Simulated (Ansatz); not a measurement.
HgPt (P4/mmm), two-dimensional strain map

Computed with DFT PBEsol, scalar-relativistic, plane waves, PAW in Ansatz. The runs took a 420 eV cutoff, a Γ-centred 16×16×12 mesh and Gaussian smearing (0.15 eV). Spin–orbit coupling is left out, which can shift energies with elements as heavy as these. No spin polarisation. Energies are free energies at this smearing, counted from the undisturbed cell; pressure is positive in compression.

Zero of the scan (as given, not relaxed at this level; it stands at 3.0 GPa, and it needn't be the usual structure):

```
Hg Pt
1.0
     2.97100    0.00000    0.00000
     0.00000    2.97100    0.00000
     0.00000    0.00000    3.82500
Hg Pt
1 1
Direct
  0.00000 0.00000 0.00000
  0.50000 0.50000 0.50000
```

The cell is strained by p along both x and y and by q along z, fractional coordinates fixed. Points are written (p, q).

Energy above the undisturbed cell in meV/atom (a dash: not computed):

```
 p \ q  -0.030  -0.015  0.000  0.015  0.030
-0.030   123.2    87.6   59.7   38.8   24.4
-0.015    60.9    36.4   18.8    7.4    1.8
 0.000    23.3     8.5    0.0   -2.9   -0.7
 0.015     6.8     0.8    0.3    4.8   13.9
 0.030     8.7    10.3   16.9   27.9   42.9
```

Pressure in GPa:

```
 p \ q  -0.030  -0.015  0.000  0.015  0.030
-0.030    25.9    21.2   17.0   13.2    9.7
-0.015    17.0    13.0    9.4    6.1    3.1
 0.000     9.6     6.1    3.0    0.2   -2.3
 0.015     3.3     0.4   -2.3   -4.6   -6.8
 0.030    -2.0    -4.4   -6.7   -8.7  -10.4
```